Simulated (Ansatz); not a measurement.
This is a known allotrope of Hf, reached from a generated start. Known forms of Hf include space group No. 194.

A relaxed cell of Hf (Im-3m (No. 229)), relaxed on a k-mesh at least as fine as the one used below. These are PBEsol (plane waves to 420 eV, PAW, scalar-relativistic; Ansatz, a program for electronic structure) values and carry that method's errors. Γ-centred k-mesh 13×13×13 on the run's cell (coarser than for final values), Fermi–Dirac smearing 0.05 eV.

```
CELL_PARAMETERS angstrom
     -3.49005     3.49005     3.49005
      1.74503    -1.74503     1.74503
      1.74503     1.74503    -1.74503
ATOMIC_POSITIONS crystal
  Hf 0.00000 0.00000 0.00000
  Hf 0.50000 0.00000 0.00000
```

The atoms are displaced along an unstable phonon of this cell by (Å):

```json
[
 {"atom": "Hf1", "ux": "0.000", "uy": "0.106", "uz": "-0.106"},
 {"atom": "Hf2", "ux": "0.000", "uy": "-0.106", "uz": "0.106"}
]
```

Problem. What forces (eV/Å) and pressure result?

Solution. 
| atom | Fx | Fy | Fz |
|---|---|---|---|
| Hf1 | 0.00 | 0.28 | -0.28 |
| Hf2 | 0.00 | -0.28 | 0.28 |

Pressure +0.6 GPa.

Problem. Estimate the energy cost of the displacement in the harmonic approximation and compare with the calculation.

Solution. For a harmonic well ΔE = −½ Σ F·u = -0.060 eV a cell, or -30 meV/atom. The calculated energy relative to the undisplaced cell is -0.04 eV/atom, so the harmonic estimate holds well.

The undisplaced cell is probably no minimum: from this displacement the run went on to P6₃/mmc (No. 194), 0.17 eV/atom below it.

No spin polarisation in the result.
